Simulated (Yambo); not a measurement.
```
CELL_PARAMETERS angstrom
      0.00000     3.16982     3.16982
      3.16982     0.00000     3.16982
      3.16982     3.16982     0.00000
ATOMIC_POSITIONS crystal
  Mg 0.25000 0.25000 0.25000
  Mg 0.75000 0.75000 0.75000
  Si 0.00000 0.00000 0.00000
```

Mg2Si (space group Fm-3m, No. 225): mean Im ε in 1 eV windows above the direct gap of 2.42 eV, for different electron-hole kernels (Yambo, broadening 0.15 eV, norm-conserving PBE (Quantum ESPRESSO, 84 Ry, no spin-orbit coupling) bands; 8×8×8 mesh, 3 valence and 7 conduction bands, static screening with 34 bands and a 4 Ry block, scissor 0.53 eV, Tamm-Dancoff; field along x).

```csv
window (eV),independent quasiparticles,RPA (no attraction),BSE
2.4 to 3.4,37,30,39
3.4 to 4.4,18,15,12
4.4 to 5.4,10,12,7.2
5.4 to 6.4,3.3,5.2,3.2
6.4 to 7.4,1.8,2.8,2.1
```

This run doesn't resolve bound excitons or single peaks, so only averages are given, and they too depend on the mesh; weight that the attraction moves below the gap isn't listed. All transitions below 7.87 eV are in the band window. The scissor comes from a G0W0 run whose convergence isn't established.

Geometry of the Materials Project entry, not relaxed at this level.
